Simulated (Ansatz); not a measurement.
According to DFT-PBE in the program Ansatz with PAW potentials, TaW in the rock salt structure (Fm-3m) relaxes to a = 5.375 Å. Ta has 6 nearest neighbours from 2.69 Å (octahedral); W has 6 nearest neighbours from 2.69 Å (octahedral). Its formation energy from the elements is 1.18 eV/atom, with no fitted shifts.

Electronic character: metallic (no gap). Gap from PBE with spin–orbit coupling: none (metallic).

An equation-of-state fit gives a bulk modulus of 179 GPa.

The start of the workflow was typed in or built on a structure type; neither database checked (COD, Materials Project) lists it. Whether it is the stable phase at ambient conditions was not checked. Symmetry was held in the PBE relaxation; whether a distortion lowers the energy is not shown. No spin polarisation was allowed. Its formation energy is positive at this level, so the cell may be metastable or incomplete. The references are the lowest solids computed at this level, not always the standard phases. Scalar-relativistic: spin–orbit coupling is off unless named, which matters more the heavier the elements.

Potentials: the later of the program's two PAW sets.
